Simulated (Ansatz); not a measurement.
TiRh:
```yaml
crystal:
  lattice:
    - [3.09111, 0.00000, 0.00000]
    - [0.00000, 3.09111, 0.00000]
    - [0.00000, 0.00000, 3.09111]
  atoms:
    - { symbol: Ti, position: [0.50000, 0.50000, 0.50000] }
    - { symbol: Rh, position: [0.00000, 0.00000, 0.00000] }
```

Relaxed with r²SCAN.

Give the Bader charges and basin volumes of the independent atoms, the program Ansatz at the r²SCAN level (PAW).



| atom | Bader charge (e) | Bader volume (Å³) |
|---|---|---|
| Ti1 | +1.46 | 9.6 |
| Rh2 | -1.46 | 20.0 |

Space group Pm-3m (CsCl type). The workflow started from a Materials Project entry (that database holds measured and hypothetical structures alike); the Crystallography Open Database copy checked does not list it. COD files the formula under space group No. 123. Whether it is the stable phase at ambient conditions was not checked. The cell was relaxed with r²SCAN under the symmetry of its start. At this level the phase is mechanically unstable. The run is not spin-polarised.

Potentials: the later of the program's two PAW sets.
